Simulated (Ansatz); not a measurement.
# HfV₂: do energies and stresses tell the same story?

Theory: DFT PBEsol, scalar-relativistic, plane waves, PAW (Ansatz 0.2.0).

Settings: cutoff 420 eV, Γ-centred mesh 8×8×8 on the computed 6-atom cell, Gaussian smearing of 0.10 eV; no spin polarisation.

Relaxed cell: Fd-3m, a = 7.218 Å, b = 7.218 Å, c = 7.218 Å, α = 90.00°, β = 90.00°, γ = 90.00°, 6 atoms in the primitive cell. Whether it is the stable form of this composition wasn't checked.

Energies at zero smearing and pressures from the stress tensor, at volumes with shape and atoms relaxed:
```csv
V (Å³/atom),E − E(first) (meV/atom),P (GPa)
13.788,0.00,25.38
14.258,-62.57,17.62
14.728,-103.86,10.87
15.198,-126.60,5.03
15.668,-133.29,0.00
16.138,-126.19,-4.34
16.608,-107.27,-8.09
17.235,-66.40,-12.33
```

Question: Check P = −dE/dV between neighbouring volumes, and get the bulk modulus from the pressures alone.

Answer: With 1 eV/Å³ = 160.2 GPa:
```
middle V (Å³/atom)  −ΔE/ΔV (GPa) mean P (GPa)
            14.023        21.326        21.499
            14.493        14.077        14.243
            14.963         7.749         7.953
            15.433         2.280         2.517
            15.903        -2.417        -2.171
            16.373        -6.450        -6.218
            16.922       -10.447       -10.214
```

The two differ by 0.25 GPa at most. The mean of two end pressures misses the average over a step by about ΔV² P″/12, up to 0.09 GPa here; with that taken off 0.19 GPa remains. The stress is the derivative of the free energy, not of the energy at zero smearing, and with free energies 0.00 GPa remains. Around V = 15.668 Å³/atom, the two neighbours give B = −V ΔP/ΔV = 15.668 × 9.38 / 0.940 = 156.3 GPa, against B0 = 156.7 GPa from the Birch–Murnaghan fit of the energies.

Spin-orbit coupling is left out, which matters for the bands of heavy elements.

A ferromagnetic start lost its moments in a first run, so spin was left out; other magnetic orders weren't tried.

Cost: 9 runs of about 3.4 core-minutes in all, on Arm Neoverse V1 (shared hosts).